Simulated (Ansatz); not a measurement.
**Relaxing a structure of Nb**

The start is a relaxed Nb cell displaced along its unstable phonon at q = (½, ½, ½) of its primitive reciprocal cell (113i cm⁻¹), largest move 0.15 Å. A full variable-cell relaxation at zero pressure is run with r2SCAN (plane waves to 500 eV, PAW, scalar-relativistic; Ansatz, an electronic-structure program). First-step values are on the input's coarse k-mesh.

Ansatz input (later rounds restart from its end on a renewed k-mesh):
Ansatz 0.2 input:
```yaml
crystal:
  lattice:
    - [-5.183546642, 5.183546642, 2.8301749168]
    - [0, 0, 2.8301749168]
    - [0, 5.183546642, 0]
  atoms:
    - { symbol: Nb, position: [0, 0.25, 0.4710622841] }
    - { symbol: Nb, position: [0.5, 0.25, 0.5289377159] }
    - { symbol: Nb, position: [0, 0, -0.0289377159] }
    - { symbol: Nb, position: [0.5, 0, 0.0289377159] }
basis: { ecutwfc: 500, ecutrho_ratio: 4, xc_grid: 4, fft_grid_basis: typed }
kpoints: { mp_grid: { grid: [13, 13, 13] } }
hamiltonian:
  xc: r2scan
  dispersion: none
  pseudopotentials: { azcp: { folder: ./paw }, kind: paw }
scf: { occupations: { method: fermi_dirac, width: 0.05 } }
relax: { f_tol: 0.01, max_steps: 100, cell: { stress_tol: 0.02 } }
output: { forces: true, stress: true }
```

* **Energy released**: 0.44 eV/atom
* **Volume change**: -4.0 %, from 19.01 to 18.26 Å³/atom
* **Shortest distances (start → end)**: The closest pairs of elements (up to four, under 3.6 Å), start → end: Nb–Nb 2.69 → 2.76 Å
* **Band gap at the end**: zero (metallic)
* **Optimiser moves**: 15

Final structure:

```cif
data_Nb4
_chemical_formula_sum 'Nb4'
_space_group_name_H-M_alt 'Pnma'
_space_group_IT_number 62
_space_group_name_Hall '-P 2ac 2n'
_cell_length_a 5.40384
_cell_length_b 4.84823
_cell_length_c 2.78741
_cell_angle_alpha 90.000
_cell_angle_beta 90.000
_cell_angle_gamma 90.000
loop_
_atom_site_label
_atom_site_type_symbol
_atom_site_symmetry_multiplicity
_atom_site_Wyckoff_symbol
_atom_site_fract_x
_atom_site_fract_y
_atom_site_fract_z
_atom_site_occupancy
Nb1 Nb 4 c 0.13131 0.25000 0.14983 1
```

Final values are on a 9×10×17 k-mesh of the relaxed cell. No spin polarisation in the result.

The run could not lose the symmetry of its start: the end is stationary, and may be a saddle point rather than a minimum.

The relaxed structure here is a generated cell of Nb: the first start was made by placing the elements on the sites of a structure type, and the end was not matched to a known phase here, so it may be hypothetical. Known forms of Nb include space group No. 229.
